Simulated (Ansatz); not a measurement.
Frames from the relaxation of a relaxed AlNi cell, doubled along one cell vector, shaken by Gaussian noise of σ = 0.08 Å a coordinate, as extended XYZ (Å, eV, eV/Å, GPa with compression positive). Level of theory: r2SCAN (plane waves to 500 eV, PAW, scalar-relativistic; Ansatz, an electronic-structure program). Γ-centred k-mesh 12×9×4 on the run's cell (coarser than for final values), Fermi–Dirac smearing 0.05 eV.

```xyz
8
Lattice="2.6947 0.0000 0.0000 0.0000 3.5838 0.0000 0.0000 0.0000 10.1098" Properties=species:S:1:pos:R:3:forces:R:3 pbc="T T T" step=1 free_energy=-25545.861 pressure=3.2 accepted=T
Al    -0.1109    -0.0055     3.4433    0.8044    0.5079   -1.5764
Al     0.0166     0.0953     8.4453   -0.2221   -0.9689   -1.3633
Al     1.3457     1.7990     1.6845   -0.2556   -0.3153    0.0415
Al     1.3649     1.8796     6.7029   -0.5970   -0.8070    0.4491
Ni    -0.0481    -0.0514     0.6337    0.1106    0.3464    0.9336
Ni    -0.1350    -0.0259     5.7501    0.7074    0.8993    0.4567
Ni     1.3756     1.8376     4.2075   -0.7885   -0.6144    0.7800
Ni     1.3086     1.7568     9.3300    0.2409    0.9521    0.2789
8
Lattice="2.6882 -0.0028 0.0089 -0.0037 3.5784 0.0008 0.0334 0.0022 10.0722" Properties=species:S:1:pos:R:3:forces:R:3 pbc="T T T" step=2 free_energy=-25546.133 pressure=2.7 accepted=T
Al    -0.0573    -0.0006     3.3732    0.4748    0.3037   -0.9501
Al     0.0293     0.0754     8.3752   -0.1599   -0.6539   -0.7507
Al     1.3099     1.7939     1.6985   -0.1249   -0.2035   -0.1115
Al     1.3718     1.8545     6.7064   -0.3927   -0.5049    0.1547
Ni    -0.0609    -0.0301     0.6560    0.0844    0.2382    0.6412
Ni    -0.0756    -0.0096     5.7315    0.4882    0.5788    0.3100
Ni     1.3852     1.8220     4.2212   -0.5301   -0.3751    0.5476
Ni     1.3281     1.7722     9.3046    0.1602    0.6166    0.1587
8
Lattice="2.7079 -0.0004 -0.0017 -0.0006 3.6022 -0.0007 -0.0063 -0.0019 10.1152" Properties=species:S:1:pos:R:3:forces:R:3 pbc="T T T" step=3 free_energy=-25546.328 pressure=-1.6 accepted=T
Al    -0.0386     0.0130     3.3114    0.0121    0.0085    0.0138
Al    -0.0348     0.0145     8.3689   -0.0065   -0.0073    0.0138
Al     1.3137     1.8140     1.6852   -0.0005    0.0001   -0.0214
Al     1.3173     1.8162     6.7428   -0.0027   -0.0086   -0.0204
Ni    -0.0402     0.0131     0.7162    0.0045    0.0030    0.0017
Ni    -0.0376     0.0144     5.7737    0.0049    0.0038    0.0028
Ni     1.3193     1.8153     4.2795   -0.0141   -0.0077    0.0025
Ni     1.3169     1.8138     9.3366    0.0022    0.0079    0.0068
```

The path has 8 moves and ends in Pmmn (No. 59), 0.06 eV/atom below its start. Free energies are of the whole cell and compare only within this code, potentials and settings.  No spin polarisation in the result. A magnetic state may lie lower.

The end of the path is a generated cell of AlNi: the first start was made by placing the elements on the sites of a structure type, and the end was not matched to a known phase here, so it may be hypothetical. Known forms of AlNi include space group No. 221.
